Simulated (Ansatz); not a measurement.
The relaxed structure here is a generated cell of Ge2Mo: the first start was made by placing the elements on the sites of a structure type, and the end was not matched to a known phase here, so it may be hypothetical.

The end point of a relaxation of Ge₂Mo. Calculation: r2SCAN (plane waves to 500 eV, PAW, scalar-relativistic; Ansatz, a program for electronic structure).

```
CELL_PARAMETERS angstrom
      0.00000     4.34380     4.41748
      2.39266     0.00000     4.41748
      2.39266     4.34380     0.00000
ATOMIC_POSITIONS crystal
  Ge 0.08897 0.08897 0.41103
  Ge 0.41103 0.41103 0.08897
  Ge 0.16103 0.16103 0.83897
  Ge 0.83897 0.83897 0.16103
  Mo 0.75000 0.75000 0.75000
  Mo 0.50000 0.50000 0.50000
```

Problem. Find the space group and the Wyckoff positions (tolerance 0.01 Å).

Solution. Space group Fddd, origin choice 1 (No. 70); a = 4.785 Å, b = 8.688 Å, c = 8.835 Å, α = β = γ = 90.00°

```json
[
 {"atom": "Ge", "site": "16g", "symmetry": "..2", "x": "0.0000", "y": "0.0000", "z": "0.1610"},
 {"atom": "Mo", "site": "8b", "symmetry": "222", "x": "0.5000", "y": "0.5000", "z": "0.5000"}
]
```

This is the AFLOW prototype A2B_oF24_70_e_a (C54, as in TiSi2).

Problem. Give the shortest distances between elements (the closest pairs, up to four, under 3.6 Å).

Solution. Ge–Ge 2.56 Å; Ge–Mo 2.60 Å; Mo–Mo 3.32 Å.

| Quantity | Result |
|---|---|
| Volume per atom | 15.30 Å³ |
| Band gap | no gap (metallic) |

No spin polarisation in the result.

The run could not lose the symmetry of its start: the end is stationary, and may be a saddle point rather than a minimum.
